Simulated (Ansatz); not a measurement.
Ca₃BiN:
```xyz
5
Lattice="4.8443 0.0000 0.0000 0.0000 4.8443 0.0000 0.0000 0.0000 4.8443" Properties=species:S:1:pos:R:3 pbc="T T T"
Ca     2.4221     0.0000     2.4221
Ca     0.0000     2.4221     2.4221
Ca     2.4221     2.4221     0.0000
Bi     0.0000     0.0000     0.0000
N      2.4221     2.4221     2.4221
```

Tensor components refer to the Cartesian frame of this cell.

**Question.** Give the high-frequency dielectric tensor and the Born effective charge tensors of the independent atoms from DFPT, plane-wave PAW PBEsol (Ansatz code).

**Answer.** 
ε∞:
```
13.2  0.00  0.00
0.00  13.2  0.00
0.00  0.00  13.2
```
Z* of atom 1 (Ca), rows: field, columns: displacement, in e:
```
2.53  0.00  0.00
0.00  2.41  0.00
0.00  0.00  2.53
```
Z* of atom 4 (Bi), rows: field, columns: displacement, in e:
```
-3.16   0.00   0.00
 0.00  -3.16   0.00
 0.00   0.00  -3.16
```
Z* of atom 5 (N), rows: field, columns: displacement, in e:
```
-4.31   0.00   0.00
 0.00  -4.31   0.00
 0.00   0.00  -4.31
```

Static charges for comparison (Bader): Ca1 +1.30, Bi4 -1.93, N5 -1.97 e. Born charges measure polarisation by displacement and can exceed these by far.

Space group Pm-3m (anti-perovskite). The workflow started from a Materials Project entry (that database holds measured and hypothetical structures alike); the Crystallography Open Database files this formula in space group No. 221, but the cells were not matched. Its standing as an ambient phase is unchecked. Symmetry was held in the PBEsol relaxation; its stability against distortions is not shown here. Spin–orbit coupling is left out wherever it is not named.

Potentials: the later of the program's two PAW sets.
